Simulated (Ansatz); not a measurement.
Calculation for TiC (rocksalt type): DFT, LDA, all-electron LAPW, scalar-relativistic (Ansatz 0.2.0).

The cell comes from a relaxation on PAW files under the same functional, begun from a prototype that needn't be the stable phase.

Command: `ansatz run input.yaml --threads 1 --pin off --max-ram 2048MiB --backend cpu --events-out ev --progress --plain --runs-dir out` It took 18 s on 1 thread of Intel(R) Xeon(R) Platinum 8488C (Sapphire Rapids) (shared host), peak memory 0.48 GiB.

```yaml
crystal:
  lattice:
    - [0.0, 2.1304494316, 2.1304494316]
    - [2.1304494316, 0.0, 2.1304494316]
    - [2.1304494316, 2.1304494316, 0.0]
  atoms:
    - { symbol: Ti, position: [0.0, 0.0, 0.0] }
    - { symbol: C, position: [0.5, 0.5, 0.5] }
kpoints:
  mp_grid: { grid: [17, 17, 17] }
  band_path:
    path:
      - [0.0, 0.0, 0.0]
      - [0.5, 0.0, 0.5]
      - [0.625, 0.25, 0.625]
      - [0.375, 0.375, 0.75]
      - [0.0, 0.0, 0.0]
      - [0.5, 0.5, 0.5]
      - [0.5, 0.25, 0.75]
      - [0.5, 0.0, 0.5]
    npoints: 14
scf:
  occupations: { method: fermi_dirac, width: 0.08 }
hamiltonian:
  xc: lda
  pseudopotentials: { kind: all_electron, lapw: { basis_error: 0.001 } }
output:
  forces: true
  stress: true
  eigenvalues: true
  populations: true
  dos: { projected: true, de: 0.2, e_range: [-14, 8] }
```

Output:

```
Ti: projections on atomic orbitals take those of the free atom 1s2 2s2 2p6 3s2 3p6 3d2 4s2, of charge +0.00 (hamiltonian.pseudopotentials.projection_atoms)
C: projections on atomic orbitals take those of the free atom 1s2 2s2 2p2, of charge +0.00 (hamiltonian.pseudopotentials.projection_atoms)
LAPW: plane waves up to 9.189 Å⁻¹, error target 1.0e-3 eV per atom; small_component_spin mean_spin; C in spheres of 0.927 Å, 6 of its electrons in bands, Dirac shells []; Ti in spheres of 1.204 Å, 18 of its electrons in bands, Dirac shells [] (how accurate: hamiltonian.pseudopotentials.lapw.basis_error, Limitations)
Engine: ansatz 0.2.0
Pseudopotentials: kind: all_electron
Pseudopotential: Ti, LAPW, valence charge 18, lapw/all_electron/scalar/gaussian/Ti, Koelling and Harmon's equation, gaussian nucleus
Pseudopotential: C, LAPW, valence charge 6, lapw/all_electron/scalar/gaussian/C, Koelling and Harmon's equation, gaussian nucleus
Functional definition: SPW92
  exchange = slater_x
  correlation = pw_c
Crystal: 2 atoms, lattice volume = 19.339 Å³
Basis set: ecut = 321.69120087462545 eV, 259 PW (Γ), exchange–correlation at level 2
Bands: 16, of which v1, the nominal top of the filled ones, is band 12 counted from 1 (11 counted from 0)
Symmetry: 48 space group operations
Space group: Fm-3m (ITA 225), of the structure as read, at distance tolerance 2.7e-5 Å
k-points: 165 of 4913
Non-local potential: Ti, projectors of the file, none
Non-local potential: C, projectors of the file, none
Initial density: superposition of atomic densities (chi_scale 0.1, normalization cell, long waves kept (reshape's long-wave potential 0.00 eV rms))
Initial wavefunctions: plane waves of lowest kinetic energy (no species holds an atomic orbital)
Functional: x = slater, c = lda
iter 1 solved again at ethr=2.57e-2 eV; its pass at ethr=1.00e-1 eV (dr2=6.18e0 eV) is discarded
SCF iter   1: F=—  HF=-24217.192889 eV  |F-HF|=—  |Δ(HF+E_count)|=         —  Δρ=1.63e-1  dr2=6.18e0  ethr=2.57e-2  ⟨swp⟩=2.0  Hψ=16587  notcnv=0
preconditioner: auto → none  [metal: Δε(μ)=0.044 eV  Ē_g=20.620 eV  σ=0.080 eV  W_gap=0.14  n_scr=8 (ndim 8)  ℏωp=31.6 eV  f_vac=0.000  D(μ)=0.13/eV (n_scr^D=0)  sad-step TF]
iter 2 solved again at ethr=2.05e-3 eV; its pass at ethr=2.57e-2 eV (dr2=4.92e-1 eV) is discarded
SCF iter   2: F=—  HF=-24215.439716 eV  |F-HF|=—  |Δ(HF+E_count)|=    1.75e0  Δρ=5.50e-2  dr2=4.91e-1  ethr=2.05e-3  ⟨swp⟩=2.0  Hψ=13816  notcnv=0
SCF iter   3: F=—  HF=-24214.919209 eV  |F-HF|=—  |Δ(HF+E_count)|=   5.21e-1  Δρ=1.77e-2  dr2=5.70e-2  ethr=2.05e-3  ⟨swp⟩=3.0  Hψ=8084  notcnv=0
SCF iter   4: F=—  HF=-24214.919342 eV  |F-HF|=—  |Δ(HF+E_count)|=         —  Δρ=8.30e-3  dr2=1.19e-2  ethr=2.38e-4  ⟨swp⟩=2.0  Hψ=8080  notcnv=0
the basis was enlarged: its passes take 37.6 KiB over the memory plan, 1 of 1 planned eigensolver slots
SCF iter   5: F=—  HF=-24214.907694 eV  |F-HF|=—  |Δ(HF+E_count)|=   1.16e-2  Δρ=7.28e-4  dr2=8.80e-5  ethr=4.95e-5  ⟨swp⟩=2.5  Hψ=7687  notcnv=0
SCF iter   6: F=—  HF=-24214.907596 eV  |F-HF|=—  |Δ(HF+E_count)|=   9.82e-5  Δρ=7.61e-5  dr2=6.76e-7  ethr=3.67e-7  ⟨swp⟩=3.0  Hψ=8058  notcnv=0
SCF iter   7: F=—  HF=-24214.907595 eV  |F-HF|=—  |Δ(HF+E_count)|=   6.81e-7  Δρ=4.30e-5  dr2=3.82e-7  ethr=2.82e-9  ⟨swp⟩=2.2  Hψ=7530  notcnv=0
SCF iter   8: F=-24214.907595 eV  HF=-24214.907595 eV  |F-HF|=4.46e-8  |Δ(HF+E_count)|=   3.13e-7  Δρ=8.49e-6  dr2=1.54e-8  ethr=1.59e-9  ⟨swp⟩=2.0  Hψ=7500  notcnv=0
SCF 1 converged in 8 iterations: F = -24214.907595 eV  dr2 = 1.54e-8
NSCF: frozen V_eff on 99 k-points
SCF converged after 8 iterations
Free energy (F): -24214.907595 eV
Harris-Foulkes:  -24214.907595 eV  (|F-HF|=4.46e-8)
Internal energy: -24214.901066 eV  (E = F + TS)
E sigma→0 (E₀):  -24214.904330 eV
Entropy (-TS):   -0.006529 eV (-3.264 meV/atom)
Fermi energy:    15.697443 eV
--- Per-component energies (eV) ---
  E_band       = -3113.259447
  E_kinetic    = 24419.841263
  E_xc         = -1238.035148
  E_electrostatic = -47396.707181  (all electrons and nuclei)
  E_smearing   = -0.006529  (= −TS)
  E_closure    = 0.000000  (closes the sum)
  E_atoms      = -24195.367548  (free atoms, spherical and without spin; not in F)
  Σ components = -24214.907595   (vs F -24214.907595, Δ=0.00e0)
  Basis errors (estimates in eV, not in F): energy 3.2e-4 per atom: plane waves 2.8e-4 (1.6e-4 summed), levels above the bands 1.7e-15, relativity 5.5e-9, radial functions 4.2e-5, core shells 3.9e-7; eigenvalues (radial functions only) 3.5e-6; not estimated: angular momenta, meshes, grids; target (lapw.basis_error) 1.0e-3; muffin-tin radii C 0.927 Å, Ti 1.204 Å
--- Forces (eV/Å), atoms counted from 1 ---
  atom   1  Ti    -0.00000000     0.00000000     0.00000000
  atom   2  C      0.00000000    -0.00000000    -0.00000000
  max |Σ_I F_I| component: 8.55e-31 eV/Å
--- Stress (GPa, compression-positive) ---
        0.118845      -0.000000      -0.000000
       -0.000000       0.118845       0.000000
       -0.000000       0.000000       0.118845
  P = ⅓ Tr σ = 0.1188 GPa (1.188 kbar)
--- Band table (eV; the first three rows and the last of 165) ---
  k-point 0: bands = ["-421.6721", "-421.6721", "-421.6721", "-246.0195", "-40.1084", "-16.4208", "-16.4208", "-16.4208", "3.2579", "16.3590", "16.3590", "16.3590", "17.4543", "17.4543", "17.4543", "17.5352"]
  k-point 1: bands = ["-421.6721", "-421.6721", "-421.6721", "-246.0195", "-40.1052", "-16.4426", "-16.4228", "-16.4228", "3.3423", "15.9540", "16.2014", "16.2014", "16.7773", "16.7773", "17.6830", "18.4933"]
  k-point 2: bands = ["-421.6721", "-421.6721", "-421.6721", "-246.0195", "-40.0959", "-16.5048", "-16.4284", "-16.4284", "3.5905", "15.1347", "15.4867", "15.4867", "16.7969", "16.7969", "18.0226", "19.5492"]
  k-point 164: bands = ["-421.6721", "-421.6721", "-421.6721", "-246.0195", "-39.9802", "-16.8169", "-16.7795", "-16.6322", "6.2562", "12.3170", "12.5507", "13.0009", "18.4561", "18.7630", "19.4761", "21.1850"]
--- Löwdin populations: 2 sites ---
  site symbol       q [e]
     0     Ti     21.2067
     1      C      6.7515
  spilling = 0.001494 (of n_electrons = 28.000000)
```

populations.tsv:

```
# site	symbol	l	j	q
# orbitals = lowdin
# n_electrons = 28.000000
# spilling = 0.001494
# projection_atom_Ti: 1s2 2s2 2p6 3s2 3p6 3d2 4s2
# projection_atom_C: 1s2 2s2 2p2
0	Ti	0_1S	-	1.999957
0	Ti	0_2S	-	1.997579
0	Ti	0_3S	-	1.938134
0	Ti	0_4S	-	0.434310
0	Ti	1_2P	-	5.999949
0	Ti	1_3P	-	5.983552
0	Ti	2_3D	-	2.853185
1	C	0_1S	-	1.994779
1	C	0_2S	-	1.367260
1	C	1_2P	-	3.389452
```

Next run (volume at 0.94 of the series' base cell), as changes to the input before:

```diff
   lattice:
-    - [0.0, 2.1304494316, 2.1304494316]
-    - [2.1304494316, 0.0, 2.1304494316]
-    - [2.1304494316, 2.1304494316, 0.0]
+    - [0.0, 2.0869586686, 2.0869586686]
+    - [2.0869586686, 0.0, 2.0869586686]
+    - [2.0869586686, 2.0869586686, 0.0]
   atoms:
   mp_grid: { grid: [17, 17, 17] }
-  band_path:
-    path:
-      - [0.0, 0.0, 0.0]
-      - [0.5, 0.0, 0.5]
-      - [0.625, 0.25, 0.625]
-      - [0.375, 0.375, 0.75]
-      - [0.0, 0.0, 0.0]
-      - [0.5, 0.5, 0.5]
-      - [0.5, 0.25, 0.75]
-      - [0.5, 0.0, 0.5]
-    npoints: 14
 scf:
   populations: true
-  dos: { projected: true, de: 0.2, e_range: [-14, 8] }
```

Results part of the output:

```
SCF 1 converged in 8 iterations: F = -24214.838620 eV  dr2 = 5.77e-9
SCF converged after 8 iterations
Free energy (F): -24214.838620 eV
Harris-Foulkes:  -24214.838620 eV  (|F-HF|=1.65e-8)
Internal energy: -24214.832409 eV  (E = F + TS)
E sigma→0 (E₀):  -24214.835514 eV
Entropy (-TS):   -0.006212 eV (-3.106 meV/atom)
Fermi energy:    16.863186 eV
--- Per-component energies (eV) ---
  E_band       = -3082.776840
  E_kinetic    = 24426.440902
  E_xc         = -1239.709447
  E_electrostatic = -47401.563864  (all electrons and nuclei)
  E_smearing   = -0.006212  (= −TS)
  E_closure    = 0.000000  (closes the sum)
  E_atoms      = -24195.367548  (free atoms, spherical and without spin; not in F)
  Σ components = -24214.838620   (vs F -24214.838620, Δ=0.00e0)
  Basis errors (estimates in eV, not in F): energy 3.2e-4 per atom: plane waves 2.8e-4 (1.6e-4 summed), levels above the bands 3.3e-16, relativity 6.3e-9, radial functions 3.9e-5, core shells 6.8e-7; eigenvalues (radial functions only) 3.9e-6; not estimated: angular momenta, meshes, grids; target (lapw.basis_error) 1.0e-3; muffin-tin radii C 0.907 Å, Ti 1.180 Å
--- Forces (eV/Å), atoms counted from 1 ---
  atom   1  Ti    -0.00000000     0.00000000    -0.00000000
  atom   2  C      0.00000000    -0.00000000     0.00000000
  max |Σ_I F_I| component: 2.30e-31 eV/Å
--- Stress (GPa, compression-positive) ---
       19.913582      -0.000000       0.000000
       -0.000000      19.913582       0.000000
        0.000000       0.000000      19.913582
  P = ⅓ Tr σ = 19.9136 GPa (199.136 kbar)
--- Band table (eV; the first three rows and the last of 165) ---
  k-point 0: bands = ["-420.1685", "-420.1685", "-420.1685", "-244.7058", "-38.7743", "-15.0414", "-15.0414", "-15.0414", "4.1528", "17.5339", "17.5339", "17.5339", "18.6970", "18.6970", "18.6970", "18.8319"]
  k-point 1: bands = ["-420.1685", "-420.1685", "-420.1685", "-244.7058", "-38.7700", "-15.0690", "-15.0438", "-15.0438", "4.2442", "17.1041", "17.3698", "17.3698", "17.9938", "17.9938", "18.9510", "19.8345"]
  k-point 2: bands = ["-420.1685", "-420.1685", "-420.1685", "-244.7058", "-38.7578", "-15.1472", "-15.0507", "-15.0507", "4.5124", "16.2460", "16.6138", "16.6138", "18.0132", "18.0132", "19.3300", "20.9665"]
  k-point 164: bands = ["-420.1685", "-420.1685", "-420.1685", "-244.7058", "-38.6056", "-15.5352", "-15.4883", "-15.3045", "7.2493", "13.3650", "13.6017", "14.0271", "19.8214", "20.1618", "20.9674", "22.8423"]
--- Löwdin populations: 2 sites ---
  site symbol       q [e]
     0     Ti     21.2424
     1      C      6.7182
  spilling = 0.001409 (of n_electrons = 28.000000)
```

Next run (volume at 0.88 of the series' base cell), as changes to the input before:

```diff
   lattice:
-    - [0.0, 2.0869586686, 2.0869586686]
-    - [2.0869586686, 0.0, 2.0869586686]
-    - [2.0869586686, 2.0869586686, 0.0]
+    - [0.0, 2.0415755423, 2.0415755423]
+    - [2.0415755423, 0.0, 2.0415755423]
+    - [2.0415755423, 2.0415755423, 0.0]
   atoms:
```

Results part of the output:

```
SCF 1 converged in 7 iterations: F = -24214.602338 eV  dr2 = 9.04e-9
SCF converged after 7 iterations
Free energy (F): -24214.602338 eV
Harris-Foulkes:  -24214.602338 eV  (|F-HF|=2.78e-8)
Internal energy: -24214.596460 eV  (E = F + TS)
E sigma→0 (E₀):  -24214.599399 eV
Entropy (-TS):   -0.005878 eV (-2.939 meV/atom)
Fermi energy:    18.176085 eV
--- Per-component energies (eV) ---
  E_band       = -3048.555461
  E_kinetic    = 24434.222224
  E_xc         = -1241.607602
  E_electrostatic = -47407.211082  (all electrons and nuclei)
  E_smearing   = -0.005878  (= −TS)
  E_closure    = 0.000000  (closes the sum)
  E_atoms      = -24195.367548  (free atoms, spherical and without spin; not in F)
  Σ components = -24214.602338   (vs F -24214.602338, Δ=0.00e0)
  Basis errors (estimates in eV, not in F): energy 3.3e-4 per atom: plane waves 2.9e-4 (1.6e-4 summed), levels above the bands 5.9e-17, relativity 7.2e-9, radial functions 4.4e-5, core shells 1.2e-6; eigenvalues (radial functions only) 3.8e-6; not estimated: angular momenta, meshes, grids; target (lapw.basis_error) 1.0e-3; muffin-tin radii C 0.886 Å, Ti 1.155 Å
--- Forces (eV/Å), atoms counted from 1 ---
  atom   1  Ti    -0.00000000     0.00000000     0.00000000
  atom   2  C      0.00000000    -0.00000000     0.00000000
  max |Σ_I F_I| component: 9.86e-31 eV/Å
--- Stress (GPa, compression-positive) ---
       46.684681       0.000000       0.000000
        0.000000      46.684681       0.000000
        0.000000       0.000000      46.684681
  P = ⅓ Tr σ = 46.6847 GPa (466.847 kbar)
--- Band table (eV; the first three rows and the last of 165) ---
  k-point 0: bands = ["-418.4720", "-418.4720", "-418.4720", "-243.2490", "-37.2937", "-13.4966", "-13.4966", "-13.4966", "5.1920", "18.8441", "18.8441", "18.8441", "20.0921", "20.0921", "20.0921", "20.2831"]
  k-point 1: bands = ["-418.4720", "-418.4720", "-418.4720", "-243.2490", "-37.2880", "-13.5316", "-13.4995", "-13.4995", "5.2917", "18.3893", "18.6751", "18.6751", "19.3540", "19.3540", "20.3716", "21.3390"]
  k-point 2: bands = ["-418.4720", "-418.4720", "-418.4720", "-243.2490", "-37.2719", "-13.6311", "-13.5078", "-13.5078", "5.5835", "17.4907", "17.8754", "17.8754", "19.3710", "19.3710", "20.7925", "22.5569"]
  k-point 164: bands = ["-418.4720", "-418.4720", "-418.4720", "-243.2490", "-37.0690", "-14.1180", "-14.0588", "-13.8271", "8.3731", "14.5579", "14.8006", "15.1880", "21.3534", "21.7316", "22.6442", "24.7025"]
--- Löwdin populations: 2 sites ---
  site symbol       q [e]
     0     Ti     21.2842
     1      C      6.6784
  spilling = 0.001333 (of n_electrons = 28.000000)
```

Next run (volume at 0.8 of the series' base cell), as changes to the input before:

```diff
   lattice:
-    - [0.0, 2.0415755423, 2.0415755423]
-    - [2.0415755423, 0.0, 2.0415755423]
-    - [2.0415755423, 2.0415755423, 0.0]
+    - [0.0, 1.9777340585, 1.9777340585]
+    - [1.9777340585, 0.0, 1.9777340585]
+    - [1.9777340585, 1.9777340585, 0.0]
   atoms:
```

Results part of the output:

```
SCF 1 converged in 7 iterations: F = -24213.921036 eV  dr2 = 7.86e-9
SCF converged after 7 iterations
Free energy (F): -24213.921036 eV
Harris-Foulkes:  -24213.921036 eV  (|F-HF|=2.55e-8)
Internal energy: -24213.915681 eV  (E = F + TS)
E sigma→0 (E₀):  -24213.918359 eV
Entropy (-TS):   -0.005354 eV (-2.677 meV/atom)
Fermi energy:    20.209783 eV
--- Per-component energies (eV) ---
  E_band       = -4010.712039
  E_kinetic    = 24446.944507
  E_xc         = -1244.565470
  E_electrostatic = -47416.294718  (all electrons and nuclei)
  E_smearing   = -0.005354  (= −TS)
  E_closure    = 0.000000  (closes the sum)
  E_atoms      = -24195.367548  (free atoms, spherical and without spin; not in F)
  Σ components = -24213.921036   (vs F -24213.921036, Δ=0.00e0)
  Basis errors (estimates in eV, not in F): energy 3.4e-4 per atom: plane waves 3.0e-4 (1.7e-4 summed), levels above the bands 5.3e-18, relativity 8.9e-9, radial functions 3.7e-5, core shells 2.1e-14; eigenvalues (radial functions only) 3.7e-6; not estimated: angular momenta, meshes, grids; target (lapw.basis_error) 1.0e-3; muffin-tin radii C 0.857 Å, Ti 1.120 Å
--- Forces (eV/Å), atoms counted from 1 ---
  atom   1  Ti    -0.00000000     0.00000000     0.00000000
  atom   2  C      0.00000000    -0.00000000     0.00000000
  max |Σ_I F_I| component: 6.57e-31 eV/Å
--- Stress (GPa, compression-positive) ---
       97.963185       0.000000      -0.000000
        0.000000      97.963185       0.000000
       -0.000000       0.000000      97.963185
  P = ⅓ Tr σ = 97.9632 GPa (979.632 kbar)
--- Band table (eV; the first three rows and the last of 165) ---
  k-point 0: bands = ["-507.4232", "-415.8456", "-415.8456", "-415.8456", "-241.0420", "-35.0537", "-11.1252", "-11.1252", "-11.1252", "6.8710", "20.8463", "20.8463", "20.8463", "22.2434", "22.2434", "22.2434", "22.5101"]
  k-point 1: bands = ["-507.4232", "-415.8456", "-415.8456", "-415.8456", "-241.0420", "-35.0454", "-11.1745", "-11.1290", "-11.1290", "6.9845", "20.3586", "20.6744", "20.6744", "21.4405", "21.4405", "22.5566", "23.6549"]
  k-point 2: bands = ["-507.4232", "-415.8456", "-415.8456", "-415.8456", "-241.0420", "-35.0214", "-11.3138", "-11.1399", "-11.1399", "7.3150", "19.4038", "19.8128", "19.8128", "21.4482", "21.4482", "23.0369", "25.0062"]
  k-point 164: bands = ["-507.4232", "-415.8456", "-415.8456", "-415.8456", "-241.0420", "-34.7176", "-11.9833", "-11.9012", "-11.5809", "10.1263", "16.4215", "16.6887", "17.0059", "23.7149", "24.1506", "25.2321", "27.5748"]
--- Löwdin populations: 2 sites ---
  site symbol       q [e]
     0     Ti     21.3519
     1      C      6.6130
  spilling = 0.001255 (of n_electrons = 28.000000)
```

Next run (volume at 0.72 of the series' base cell), as changes to the input before:

```diff
   lattice:
-    - [0.0, 1.9777340585, 1.9777340585]
-    - [1.9777340585, 0.0, 1.9777340585]
-    - [1.9777340585, 1.9777340585, 0.0]
+    - [0.0, 1.9094812391, 1.9094812391]
+    - [1.9094812391, 0.0, 1.9094812391]
+    - [1.9094812391, 1.9094812391, 0.0]
   atoms:
   mp_grid: { grid: [17, 17, 17] }
+  band_path:
+    path:
+      - [0.0, 0.0, 0.0]
+      - [0.5, 0.0, 0.5]
+      - [0.625, 0.25, 0.625]
+      - [0.375, 0.375, 0.75]
+      - [0.0, 0.0, 0.0]
+      - [0.5, 0.5, 0.5]
+      - [0.5, 0.25, 0.75]
+      - [0.5, 0.0, 0.5]
+    npoints: 8
 scf:
   populations: true
+  dos: { projected: true, de: 0.2, e_range: [-14, 8] }
```

Results part of the output:

```
SCF 1 converged in 7 iterations: F = -24212.623581 eV  dr2 = 6.96e-9
NSCF: frozen V_eff on 57 k-points
SCF converged after 7 iterations
Free energy (F): -24212.623581 eV
Harris-Foulkes:  -24212.623581 eV  (|F-HF|=3.47e-8)
Internal energy: -24212.619056 eV  (E = F + TS)
E sigma→0 (E₀):  -24212.621319 eV
Entropy (-TS):   -0.004524 eV (-2.262 meV/atom)
Fermi energy:    22.659033 eV
--- Per-component energies (eV) ---
  E_band       = -3941.516088
  E_kinetic    = 24463.130714
  E_xc         = -1248.137117
  E_electrostatic = -47427.612654  (all electrons and nuclei)
  E_smearing   = -0.004524  (= −TS)
  E_closure    = 0.000000  (closes the sum)
  E_atoms      = -24195.367548  (free atoms, spherical and without spin; not in F)
  Σ components = -24212.623581   (vs F -24212.623581, Δ=0.00e0)
  Basis errors (estimates in eV, not in F): energy 3.5e-4 per atom: plane waves 3.1e-4 (1.8e-4 summed), levels above the bands 4.3e-19, relativity 1.1e-8, radial functions 4.1e-5, core shells 2.3e-14; eigenvalues (radial functions only) 3.3e-6; not estimated: angular momenta, meshes, grids; target (lapw.basis_error) 1.0e-3; muffin-tin radii C 0.827 Å, Ti 1.083 Å
--- Forces (eV/Å), atoms counted from 1 ---
  atom   1  Ti    -0.00000000     0.00000000     0.00000000
  atom   2  C      0.00000000    -0.00000000     0.00000000
  max |Σ_I F_I| component: 4.60e-31 eV/Å
--- Stress (GPa, compression-positive) ---
      176.429818      -0.000000      -0.000000
       -0.000000     176.429818      -0.000000
       -0.000000      -0.000000     176.429818
  P = ⅓ Tr σ = 176.4298 GPa (1764.298 kbar)
--- Band table (eV; the first three rows and the last of 165) ---
  k-point 0: bands = ["-504.2770", "-412.6927", "-412.6927", "-412.6927", "-238.4604", "-32.4503", "-8.3044", "-8.3044", "-8.3044", "9.0120", "23.2164", "23.2164", "23.2164", "24.8209", "24.8209", "24.8209", "25.1597"]
  k-point 1: bands = ["-504.2770", "-412.6927", "-412.6927", "-412.6927", "-238.4604", "-32.4376", "-8.3751", "-8.3095", "-8.3095", "9.1438", "22.6984", "23.0478", "23.0478", "23.9238", "23.9238", "25.1659", "26.4212"]
  k-point 2: bands = ["-504.2770", "-412.6927", "-412.6927", "-412.6927", "-238.4604", "-32.4013", "-8.5742", "-8.3240", "-8.3240", "9.5244", "21.6868", "22.1217", "22.1217", "23.9110", "23.9110", "25.7094", "27.9341"]
  k-point 164: bands = ["-504.2770", "-412.6927", "-412.6927", "-412.6927", "-238.4604", "-31.9342", "-9.5135", "-9.3978", "-8.9467", "12.2628", "18.6606", "19.0115", "19.2592", "26.5448", "27.0475", "28.3327", "31.0274"]
--- Löwdin populations: 2 sites ---
  site symbol       q [e]
     0     Ti     21.4360
     1      C      6.5299
  spilling = 0.001215 (of n_electrons = 28.000000)
```
